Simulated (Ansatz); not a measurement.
AlPd (rock salt, space group No. 225) at seven volumes, PBEsol in the plane-wave PAW code Ansatz, scaled uniformly. One row is withheld.

```tsv
V (Å³/atom)	P (GPa)
14.810	14.34
15.298	8.74
15.786	?
16.275	0.00
16.763	-3.39
17.251	-6.25
17.739	-8.66
```

**Question.** Fit the shown pressures and predict the withheld one.

**Answer.** Third-order Birch–Murnaghan: P = (3/2)B₀(x^(7/2) − x^(5/2))[1 + (3/4)(B′ − 4)(x − 1)] with x = (V₀/V)^(2/3). Least squares on the six rows gives V₀ = 16.275 Å³/atom, B₀ = 122.5 GPa, B′ = 4.58. At V = 15.786, x = 1.0205 and P = 4.01 GPa. The run itself gave 4.01 GPa.

Space group Fm-3m (rock salt). The start of the workflow was typed in or built on a structure type; neither database checked (COD, Materials Project) lists it. Whether it is the stable phase at ambient conditions was not checked. Symmetry was held in the PBEsol relaxation. At this level the phase is mechanically unstable. No spin polarisation was allowed.

Potentials: the later of the program's two PAW sets.
